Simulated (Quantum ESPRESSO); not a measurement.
# TiGaGeO5F: convergence and cost over cutoff and k mesh

Computed values, not a measurement. The program is pw.x of Quantum ESPRESSO 7.5 (plane-wave density functional theory). The cell is made up: 9 atoms on a corundum lattice with one site empty, with randomly drawn elements, strain and displacements, not relaxed. PseudoDojo standard norm-conserving files (v0.5 for PBE, v0.4.1 for LDA and PBEsol) set the functional; there is no spin polarisation, spin-orbit coupling or dispersion term, and the masses in the input are unused placeholders.

Input of the run in row 4:

```
&control calculation='scf', pseudo_dir='./dojo.nc.sr.pbe.v0_5.standard.upf', outdir='./o', disk_io='low', tprnfor=.true., tstress=.true. /
&system ibrav=0, nat=9, ntyp=5, nbnd=44, ecutwfc=84.00895049, nosym=.true., tot_charge=0,
 occupations='smearing', smearing='fd', degauss=0.0018374661
/
&electrons conv_thr=7.350e-09, electron_maxstep=60, /
ATOMIC_SPECIES
F 1.0 F.upf
Ga 1.0 Ga.upf
Ge 1.0 Ge.upf
O 1.0 O.upf
Ti 1.0 Ti.upf
CELL_PARAMETERS angstrom
2.6628 1.5741 4.6182
-2.6632 1.5012 4.6421
-0.0633 -3.0151 4.6107
ATOMIC_POSITIONS angstrom
Ti 0.1231 -0.0087 4.6892
Ga -0.1333 0.0502 8.9319
Ge -0.1689 0.0273 11.8489
O -1.0397 1.5013 8.0526
O -0.8675 -1.6882 8.1295
O 1.9763 0.1935 8.0572
O 1.1963 -1.5397 5.7587
O 0.8046 1.654 5.7376
F -1.8653 -0.1099 5.8343
K_POINTS automatic
5 5 5 1 1 1
```

The same cell was run at these settings. Meshes are shifted by half a step, and differences are from the last row, which is itself not exact.

| cutoff (eV) | k mesh | k points solved | threshold (eV) | free energy less the last row's (eV) | pressure (GPa) | largest stress difference (GPa) | largest force difference (eV/Å) | iterations | wall time (s) | k-point pools | processor |
| --- | --- | --- | --- | --- | --- | --- | --- | --- | --- | --- | --- |
| 800 | 2 x 2 x 2 | 4 | 1e-04 | 2.624 | -52.10 | 33.92 | 0.157 | 12 | 47 | 1 | AMD EPYC, Zen 5 class |
| 1143 | 2 x 2 x 2 | 4 | 1e-07 | 0.024 | -18.62 | 0.31 | 0.072 | 16 | 35 | 4 | AMD EPYC, older |
| 580 | 5 x 5 x 5 | 63 | 1e-07 | 58.348 | -387.63 | 369.69 | 0.514 | 16 | 139 | 4 | AMD EPYC, older |
| 1143 | 5 x 5 x 5 | 63 | 1e-07 | 0.002 | -18.61 | 0.03 | 0.000 | 16 | 275 | 4 | AMD EPYC, older |
| 1437 | 7 x 7 x 7 | 172 | 1e-07 | 0.000 | -18.58 | 0.00 | 0.000 | 16 | 1050 | 4 | AMD EPYC, older |

Each pool is one process. Wall times include start-up and a band step at six k points, which weighs most on the coarsest meshes. The runs were on shared virtual cores whose load varied, so times are rough.